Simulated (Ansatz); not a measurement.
This run works on a generated trial structure, not on a known crystal.

Input and command of a plane-wave DFT calculation in Ansatz:

```yaml
crystal:
  lattice:
    - [5.12350099, 0.0, 0.0]
    - [-2.56175049, 4.43708201, 0.0]
    - [0.0, 0.0, 11.97008385]
  atoms:
    - { symbol: La, position: [0.33333333, 0.66666667, 0.37416765] }
    - { symbol: La, position: [0.33333333, 0.66666667, 0.12583235] }
    - { symbol: La, position: [0.66666667, 0.33333333, 0.62583235] }
    - { symbol: La, position: [0.66666667, 0.33333333, 0.87416765] }
    - { symbol: "Y", position: [0.66666667, 0.33333333, 0.25] }
    - { symbol: "Y", position: [0.33333333, 0.66666667, 0.75] }
    - { symbol: "Y", position: [0.0, 0.0, 0.0] }
    - { symbol: "Y", position: [0.0, 0.0, 0.5] }
    - { symbol: O, position: [0.0, 0.0, 0.25] }
    - { symbol: O, position: [0.0, 0.0, 0.75] }
basis:
  ecutwfc: 420
kpoints:
  mp_grid: { grid: [4, 4, 2] }
hamiltonian:
  xc: pbe
scf:
  occupations: { method: gaussian, width: 0.2 }
  lower_state_search: "off"
output:
  forces: true
  stress: true
  eigenvalues: true
relax:
  adjacent_minimum: "off"
  f_tol: 0.08
  max_steps: 16
  cell: { stress_tol: 0.8 }
```

```bash
ansatz run input.yaml --threads 1 --pin off --max-ram 2560MiB --backend cpu --events-out ev --progress --plain --runs-dir out
```

Processor: Arm Neoverse V2, 1 thread, on a host shared with other jobs.

Task: How long does it run, and how much memory does it take?

Result: About 83 s, peak memory 0.55 GiB. It solves 60 bands at 8 k points (after reduction by symmetry) with about 5299 plane waves (on the last cell), in 61 SCF iterations over 8 ionic steps.
